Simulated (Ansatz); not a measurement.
In$_{2}$SeS:
```
In2SeS
1.0
    4.00903     0.00000     0.00000
   -2.00452     3.47193     0.00000
    0.00000     0.00000     9.21747
In Se S
2 1 1
Direct
  0.00000   0.00000   0.44943
  0.33333   0.66667   0.02460
  0.33333   0.66667   0.58551
  0.00000   0.00000   0.18845
```

PBEsol in the plane-wave PAW code Ansatz gives a gap of 0.38 eV without spin–orbit coupling, maximum at K, minimum at A.

Problem. What happens when spin–orbit coupling is switched on?

Solution. The gap shrinks by 0.01 eV, to 0.37 eV; maximum at K, minimum at A.

Problem. Give the hole effective mass with spin–orbit coupling.

Solution. 0.48, 0.67, 0.67 mₑ (principal values).

Space group P3m1. The start of the workflow was typed in or built on a structure type; neither database checked (COD, Materials Project) lists it. Its standing as an ambient phase is unchecked. The cell was relaxed with PBEsol under the symmetry of its start. At this level the phase is mechanically unstable.

Potentials: the earlier of the program's two PAW sets. The files were generated under PBE; for other functionals the program regenerates the frozen cores, and for LDA and PBEsol the local potential too.
